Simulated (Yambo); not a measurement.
How GW settings move the gap: CsSnI₃

G0W0@LDA for CsSnI3 (cubic perovskite, space group Pm-3m, No. 221) in Yambo. Reference settings: 2×2×2 Γ-centred k mesh, 436 bands and a 8 Ry block in the screening, 436 bands in G with the Bruneval-Gonze terminator, plasmon pole fitted at 27.2 eV. The LDA gap R → R on this mesh is 0.44 eV; G0W0 gaps are taken between the same points.

```json
[
 {"change from the reference": "reference settings", "G0W0 gap R → R (eV)": "1.18", "shift of the valence edge (eV)": "-0.65", "rough Yambo cost": "1"},
 {"change from the reference": "146 bands in W, 146 bands in G", "G0W0 gap R → R (eV)": "1.11", "shift of the valence edge (eV)": "-0.36", "rough Yambo cost": "about 1/3"},
 {"change from the reference": "268 bands in W, 268 bands in G", "G0W0 gap R → R (eV)": "1.15", "shift of the valence edge (eV)": "-0.55", "rough Yambo cost": "within a factor of two"},
 {"change from the reference": "146 bands in G", "G0W0 gap R → R (eV)": "1.17", "shift of the valence edge (eV)": "-0.59", "rough Yambo cost": "–"},
 {"change from the reference": "185 bands in W", "G0W0 gap R → R (eV)": "1.13", "shift of the valence edge (eV)": "-0.47", "rough Yambo cost": "within a factor of two"},
 {"change from the reference": "2 Ry block", "G0W0 gap R → R (eV)": "0.82", "shift of the valence edge (eV)": "-0.12", "rough Yambo cost": "about 1/3"},
 {"change from the reference": "3 Ry block", "G0W0 gap R → R (eV)": "0.96", "shift of the valence edge (eV)": "-0.33", "rough Yambo cost": "about 1/2"},
 {"change from the reference": "pole fitted at 10 eV", "G0W0 gap R → R (eV)": "1.11", "shift of the valence edge (eV)": "-0.48", "rough Yambo cost": "–"},
 {"change from the reference": "no random integration", "G0W0 gap R → R (eV)": "1.15", "shift of the valence edge (eV)": "-0.48", "rough Yambo cost": "–"},
 {"change from the reference": "146 bands in G, no terminator", "G0W0 gap R → R (eV)": "1.07", "shift of the valence edge (eV)": "-0.22", "rough Yambo cost": "–"},
 {"change from the reference": "268 bands in G, no terminator", "G0W0 gap R → R (eV)": "1.12", "shift of the valence edge (eV)": "-0.46", "rough Yambo cost": "–"},
 {"change from the reference": "no terminator", "G0W0 gap R → R (eV)": "1.15", "shift of the valence edge (eV)": "-0.58", "rough Yambo cost": "–"}
]
```

The reference isn't shown to be the converged limit. Costs are rough (shared machines), scaled to the same edge states, and given only for runs that recompute the screening.

Spin-orbit coupling is left out, which matters for elements this heavy: edges can move by tenths of an eV. The cell is held in this high symmetry; tilts and polar distortions were not searched.

The standard potential for Sn keeps a d shell in the valence without the s and p states of that shell. In tests on such compounds this moved G0W0 gaps by up to about 0.9 eV, so absolute quasiparticle energies here are unreliable; differences between settings are what counts.

Geometry of the Materials Project entry, not relaxed at this level; primitive cell a = 6.2862 Å, b = 6.2862 Å, c = 6.2862 Å, α = 90.00°, β = 90.00°, γ = 90.00°.

A shift is the quasiparticle energy of the state minus its LDA energy.
